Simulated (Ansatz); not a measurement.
AsPdSe:
```yaml
crystal:
  lattice:
    - [6.07794, 0.00000, 0.00000]
    - [0.00000, 6.07794, 0.00000]
    - [0.00000, 0.00000, 6.07794]
  atoms:
    - { symbol: Pd, position: [0.00567, 0.00567, 0.00567] }
    - { symbol: Pd, position: [0.49433, 0.99433, 0.50567] }
    - { symbol: Pd, position: [0.50567, 0.49433, 0.99433] }
    - { symbol: Pd, position: [0.99433, 0.50567, 0.49433] }
    - { symbol: As, position: [0.61802, 0.61802, 0.61802] }
    - { symbol: As, position: [0.88198, 0.38198, 0.11802] }
    - { symbol: As, position: [0.11802, 0.88198, 0.38198] }
    - { symbol: As, position: [0.38198, 0.11802, 0.88198] }
    - { symbol: Se, position: [0.38498, 0.38498, 0.38498] }
    - { symbol: Se, position: [0.11502, 0.61502, 0.88498] }
    - { symbol: Se, position: [0.88498, 0.11502, 0.61502] }
    - { symbol: Se, position: [0.61502, 0.88498, 0.11502] }
```

Relaxed with PBEsol. Special points in fractions of this cell's reciprocal vectors: Γ (0.000, 0.000, 0.000); X (0.000, 0.500, 0.000); M (0.500, 0.500, 0.000); R (0.500, 0.500, 0.500); X1 (0.500, 0.000, 0.000).

**Question.** List the band energies nearest the Fermi level at these points for PBEsol with spin–orbit coupling (plane waves, PAW; program Ansatz).

**Answer.** In eV from the Fermi level; about four levels below and three above (degenerate sets whole), none deeper than 8.9 eV; points with the same levels are listed once.

```
k                                            below                          above
-  -----------------------------------------------  -----------------------------
Γ              -0.80 -0.80 -0.80 -0.80 -0.74 -0.74  0.80 0.80 2.06 2.06 2.06 2.06
X                          -0.18 -0.18 -0.18 -0.18            0.48 0.48 0.49 0.49
M                          -1.42 -1.42 -1.42 -1.42            0.21 0.21 0.21 0.21
R  -1.00 -1.00 -1.00 -1.00 -1.00 -1.00 -0.95 -0.95  1.29 1.29 1.29 1.29 1.29 1.29
```

Space group P2_13. The workflow started from an entry of the Crystallography Open Database (COD). Whether it is the stable phase at ambient conditions was not checked. The PBEsol relaxation kept the symmetry of its start; its stability against distortions is not shown here. No spin polarisation was allowed.

Potentials: the later of the program's two PAW sets.
